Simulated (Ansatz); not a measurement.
OsC (CsCl type, space group No. 221), the program Ansatz at the PBE level (PAW), all energies at zero smearing, with the estimated change up to a 700 eV cutoff added, with one set of potentials and settings (totals compare only within such a set). Cell of 2 atoms (1 Os, 1 C): -11633.939 eV.

```csv
element,reference phase,E (eV/atom)
Os,"P6_3/mmc, 2 atoms in the cell",-11385.9219
C,"P6_3/mmc, 4 atoms in the cell",-250.9463
```

Formation energy per atom, worked out: (-11633.939 − 1×(-11385.9219) − 1×(-250.9463))/2 = 1.465 eV/atom (141 kJ per mol of atoms), at 0 K, without zero-point energy or fitted corrections.

Space group Pm-3m (CsCl type). The cell is a constructed one: a structure type filled with these elements; neither database checked (COD, Materials Project) lists it. Its standing as an ambient phase is unchecked. The cell was relaxed with PBE under the symmetry of its start; whether a distortion lowers the energy is not shown. The run is not spin-polarised. The references are the lowest solids computed at this level, not always the standard phases. Scalar-relativistic: spin–orbit coupling is off unless named, which matters more the heavier the elements.

Potentials: the earlier of the program's two PAW sets.
